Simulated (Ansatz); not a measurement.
In₃GaAs₄, ordered on the zincblende lattice (P-43m) with 8 atoms a cell, relaxed with r2SCAN. It is cubic, P-43m (No. 215); a = 5.998 Å in the conventional setting, 26.98 Å³ an atom. Around Ga lie 4 As at 2.49 Å; around As lie 1 Ga at 2.49 Å and 3 In at 2.64 Å; around In lie 4 As at 2.64 Å.

```cif
data_structure
_symmetry_space_group_name_H-M 'P 1'
_symmetry_Int_Tables_number 1
_cell_length_a 5.9982
_cell_length_b 5.9982
_cell_length_c 5.9982
_cell_angle_alpha 90.000
_cell_angle_beta 90.000
_cell_angle_gamma 90.000
_cell_volume 215.81
loop_
_atom_site_label
_atom_site_type_symbol
_atom_site_fract_x
_atom_site_fract_y
_atom_site_fract_z
_atom_site_occupancy
Ga1 Ga 0.00000 0.00000 0.00000 1
As1 As 0.23960 0.23960 0.23960 1
In1 In 0.50000 0.50000 0.00000 1
As2 As 0.76040 0.76040 0.23960 1
In2 In 0.50000 0.00000 0.50000 1
As3 As 0.76040 0.23960 0.76040 1
In3 In 0.00000 0.50000 0.50000 1
As4 As 0.23960 0.76040 0.76040 1
```

3 runs of Ansatz 0.2.0 on this cell differ in the functional (and in the settings that go with it). Levels are in eV from each run's valence top; v1 is the last filled band, c1 the first empty one.

Run A, mean stress +0.1 GPa (compression positive):

| point | v2 | v1 | c1 | c2 |
| --- | --- | --- | --- | --- |
| Γ | 0.00 | 0.00 | 0.51 | 2.16 |
| X | -1.35 | -1.35 | 2.82 | 2.84 |
| M | -1.14 | -0.80 | 3.04 | 3.07 |
| R | -0.84 | -0.84 | 1.20 | 1.70 |

Run B, mean stress 0.0 GPa (compression positive):

| point | v2 | v1 | c1 | c2 |
| --- | --- | --- | --- | --- |
| Γ | 0.00 | 0.00 | 0.21 | 1.88 |
| X | -1.28 | -1.28 | 2.47 | 2.49 |
| M | -1.07 | -0.75 | 2.64 | 2.66 |
| R | -0.79 | -0.79 | 0.86 | 1.38 |

Run C, mean stress +2.2 GPa (compression positive):

| point | v2 | v1 | c1 | c2 |
| --- | --- | --- | --- | --- |
| Γ | 0.00 | 0.00 | 0.00 | 1.61 |
| X | -1.24 | -1.24 | 2.18 | 2.20 |
| M | -1.04 | -0.73 | 2.30 | 2.33 |
| R | -0.76 | -0.76 | 0.55 | 1.02 |

Problem. Match the runs to PBE, r2SCAN, HSE06.

Solution. A is HSE06, B is r2SCAN, C is PBE. In order of the gap: PBE 0, r2SCAN 0.21, HSE06 0.51 eV.

All values are calculated for a non-magnetic cell, which may be hypothetical.

Spin-orbit coupling is left out, which matters wherever the heavy atoms make up the band edges.

The stress of a hybrid is loosely converged in these runs.

The meshes of the hybrids are coarse, so their gaps aren't converged to the digits shown.
